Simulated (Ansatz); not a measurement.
MgF₂ (rutile)

```cif
data_F4Mg2
_chemical_formula_sum 'Mg2 F4'
_space_group_name_H-M_alt 'P 1'
_space_group_IT_number 1
_cell_length_a 4.69838
_cell_length_b 4.69838
_cell_length_c 3.09284
_cell_angle_alpha 90.000
_cell_angle_beta 90.000
_cell_angle_gamma 90.000
loop_
_space_group_symop_operation_xyz
  'x, y, z'
loop_
_atom_site_label
_atom_site_type_symbol
_atom_site_fract_x
_atom_site_fract_y
_atom_site_fract_z
_atom_site_occupancy
Mg1 Mg 0.00000 0.00000 0.00000 1
Mg2 Mg 0.50000 0.50000 0.50000 1
F1 F 0.30358 0.30358 0.00000 1
F2 F 0.80358 0.19642 0.50000 1
F3 F 0.19642 0.80358 0.50000 1
F4 F 0.69642 0.69642 0.00000 1
```

The volume is varied about the relaxed value V₀ at fixed cell shape. The atoms relax within the cell's symmetry.

Calculation: PBE (plane waves to 420 eV, PAW, scalar-relativistic; Ansatz, an electronic-structure program). k mesh 7×7×11 (Γ-centred), Fermi-Dirac smearing 0.05 eV. Energies are smeared free energies. Compression counts positive. MgF2 was relaxed with its symmetry unable to fall. ΔE is measured from the relaxed starting cell.

```csv
V (Å³/cell),ΔE (meV/atom),P (GPa)
64.18,[?],6.51
64.86,9.0,5.28
65.54,[?],4.10
66.23,[?],2.99
66.91,1.3,1.94
67.59,0.3,0.96
68.27,0.0,0.00
68.96,0.3,-0.91
69.64,1.3,-1.74
70.32,2.8,-2.54
71.00,[?],-3.30
71.69,7.5,-4.02
72.37,10.6,-4.70
```

Q: Some entries are withheld; supply them.

A: 
- 64.18, ΔE (meV/atom): 13.1
- 65.54, ΔE (meV/atom): 5.6
- 66.23, ΔE (meV/atom): 3.1
- 71.00, ΔE (meV/atom): 4.8

(A scan under strain: stresses follow from slopes of the energy per volume, elastic moduli from its curvatures.)
